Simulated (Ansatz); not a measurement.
W:
```yaml
crystal:
  lattice:
    - [-1.59185, 1.59185, 1.59185]
    - [1.59185, -1.59185, 1.59185]
    - [1.59185, 1.59185, -1.59185]
  atoms:
    - { symbol: W, position: [0.00000, 0.00000, 0.00000] }
```

Relaxed with PBE. Special points in fractions of this cell's reciprocal vectors: Γ (0.000, 0.000, 0.000); H (0.500, -0.500, 0.500); N (0.000, 0.000, 0.500); P (0.250, 0.250, 0.250).

List the band energies nearest the Fermi level at these points for plane-wave PAW PBE with spin–orbit coupling (Ansatz code).

In eV from the Fermi level; about four levels below and three above (degenerate sets whole), none deeper than 8.9 eV; points with the same levels are listed once.

```csv
k,below,above
Γ,-1.42 -1.42 -1.42 -1.42 -0.91 -0.91,2.26 2.26 2.26 2.26
H,-5.73 -5.73 -5.73 -5.73,4.81 4.81 4.81 4.81
N,-6.20 -6.20 -3.53 -3.53,0.47 0.47 2.07 2.07
P,-2.79 -2.79 -2.79 -2.79,3.23 3.23 3.23 3.23
```

Space group Im-3m (bcc (W type)). The cell was relaxed with PBE under the symmetry of its start. No spin polarisation was allowed.

Potentials: the earlier of the program's two PAW sets.
